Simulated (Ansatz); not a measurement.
Level of theory: DFT, PBEsol, plane waves (420 eV) with PAW, scalar-relativistic in Ansatz 0.2.0. The PAW files were generated under PBE, with cores re-solved for the functional.

An element in the diamond structure gives this curve. The cell is scaled uniformly from the relaxed one, with fractional coordinates and shape fixed. Energies are extrapolated to zero smearing, pressures are those at the given smearing. Magnetic state: spin not included.

| V (Å³/atom) | E − E₀ (meV/atom) | P (GPa) |
| --- | --- | --- |
| 19.873 | 46.5 | 6.38 |
| 20.776 | 18.5 | 3.72 |
| 21.680 | 4.0 | 1.64 |
| 22.583 | 0.0 | 0.03 |
| 23.486 | 4.0 | -1.22 |
| 24.390 | 14.1 | -2.19 |
| 25.293 | 29.0 | -2.95 |

**Question.** Which element is it?
A. tungsten
B. osmium
C. zinc
D. niobium

**Answer.** C. Its fit is V₀ = 22.55 Å³/atom, B₀ = 36 GPa, B₀′ = 5.5.
